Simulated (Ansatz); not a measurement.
Ta$_{2}$O$_{5}$:
```xyz
7
Lattice="-2.6234 2.6234 4.7764 2.6234 -2.6234 4.7764 2.6234 2.6234 -4.7764" Properties=species:S:1:pos:R:3 pbc="T T T"
Ta     0.0000     0.0000     1.8842
Ta     0.0000     0.0000     7.6687
O      0.0000     0.0000     0.0000
O     -1.3117     1.3117     2.3882
O      1.3117     1.3117    -2.3882
O      1.3117    -1.3117     2.3882
O      1.3117     1.3117     2.3882
```

Relaxed with r²SCAN. Special points in fractions of this cell's reciprocal vectors: Γ (0.000, 0.000, 0.000); X (0.000, 0.000, 0.500); P (0.250, 0.250, 0.250); N (0.000, 0.500, 0.000); M (0.500, 0.500, -0.500); S (0.325, 0.675, -0.325); S0 (-0.325, 0.325, 0.325); R (-0.151, 0.151, 0.500); G (0.500, 0.500, -0.151).

**Question.** List the band energies nearest the valence-band maximum at these points for r²SCAN (plane waves, PAW; program Ansatz).

**Answer.** In eV from the valence-band maximum; about four levels below and three above (degenerate sets whole), none deeper than 8.9 eV; points with the same levels are listed once.

```json
[
 {"k": "Γ", "below": "-1.49 -1.20 -1.20 0.00", "above": "2.15 2.44 2.44"},
 {"k": "X", "below": "-2.26 -2.25 -2.24 -2.10", "above": "2.49 4.37 4.38"},
 {"k": "P", "below": "-2.25 -2.25 -2.20 -2.20", "above": "3.26 3.26 4.70"},
 {"k": "N", "below": "-2.70 -2.11 -0.85 -0.83", "above": "3.56 4.17 4.57"},
 {"k": "M", "below": "-1.54 -1.25 -1.25 0.00", "above": "2.27 4.29 4.29"},
 {"k": "S", "below": "-2.82 -1.92 -1.13 -0.50", "above": "3.75 4.31 4.49"},
 {"k": "R", "below": "-2.21 -2.09 -1.98 -1.36", "above": "3.08 4.36 4.62"}
]
```

Space group I4/mmm. The workflow started from a Materials Project entry (that database holds measured and hypothetical structures alike); the Crystallography Open Database copy checked does not list it. COD files the formula under space group No. 49, so this cell is another polymorph or a model. Its standing as an ambient phase is unchecked. The r²SCAN relaxation kept the symmetry of its start. At this level the phase is dynamically unstable (imaginary phonons). The run is not spin-polarised. Spin–orbit coupling is left out wherever it is not named.

Potentials: the later of the program's two PAW sets.
